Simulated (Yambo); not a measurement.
G0W0@PBEsol for MgI2 (CdI2 type, space group P-3m1, No. 164) in Yambo (3×3×2 mesh, 8 Ry block, plasmon pole, screening fixed), without a terminator:

| bands N in G | gap Γ → Γ (eV) | shift of the valence edge (eV) |
|---|---|---|
| 65 | 5.276 | -0.745 |
| 119 | 5.301 | -0.960 |
| 191 | 5.329 | -1.059 |

### Question
Extrapolate both columns to infinite N with E(N) = E∞ + A/N, test the form, and compare with the terminator.

### Answer
From two points, E∞ = (N2 E2 − N1 E1)/(N2 − N1). The two largest N give 5.38 eV for the gap and -1.22 eV for the shift; the two smallest give 5.33 eV and -1.22 eV. For the gap the slopes A are -3.6 and -8.8 eV: the form isn't reached, and its limit is uncertain. For the shift the slopes A are 31 and 31 eV: the 1/N form holds. With the Bruneval-Gonze terminator and 191 bands the run gives 5.34 eV and -1.12 eV, 0.04 eV and 0.10 eV from the extrapolated values: the terminator too is an estimate of the remainder. Block, mesh and the bands in W are held fixed.

Spin-orbit coupling is not included.

Geometry relaxed with PBE+D3(BJ); primitive cell a = b = 4.1255 Å, c = 6.8268 Å, α = β = 90.00°, γ = 120.00°.

A shift is the quasiparticle energy of the state minus its PBEsol energy.
